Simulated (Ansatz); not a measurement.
**Compressing PbTe: a fit and a missing row**

PbTe, Fm-3m, a = 6.536 Å. Ansatz: r2SCAN, PAW, 500 eV, Γ-centred 8×8×8 mesh on 2 atoms, Gaussian smearing 0.02 eV; no spin polarisation. Symmetry fixes shape and atoms, so the cell is only scaled; pressure is positive in compression.

```tsv
V (Å³/atom)	P (GPa)
30.716	?
31.764	4.87
32.811	2.96
33.858	1.35
34.905	-0.03
35.952	-1.19
36.999	-2.18
38.396	-3.26
```

Task: Take V0 = 34.905 Å³/atom, count pressures from its P0 = -0.03 GPa, fit the third-order Birch–Murnaghan form to the other rows, and predict the missing pressure.

Result: With the Eulerian strain f = ½[(V0/V)^(2/3) − 1] and y = (P − P0)/[3f(1 + 2f)^(5/2)], the form is the line y = B0 + 1.5 B0 (B0′ − 4) f. Rows (f, y): 0.03244, 43.0; 0.02105, 42.7; 0.01026, 42.6; -0.00976, 41.6; -0.01905, 41.5; -0.03079, 41.0. Means f = 0.0006917, y = 42.067; Σ(Δf)² = 0.003004, ΣΔfΔy = 0.09727; the slope is their ratio. y = 42.04 + 32.38 f GPa, so B0 = 42.0 GPa and B0′ = 4 + 2 × (32.38)/(3 × 42.04) = 4.51. At V = 30.716, f = 0.04448, y = 43.48 and P = 7.15 GPa. The run gave 7.13 GPa, so the fit is 0.02 GPa too high, a small miss on the scale of the series.

Spin–orbit coupling is left out, which can shift energies with elements as heavy as these.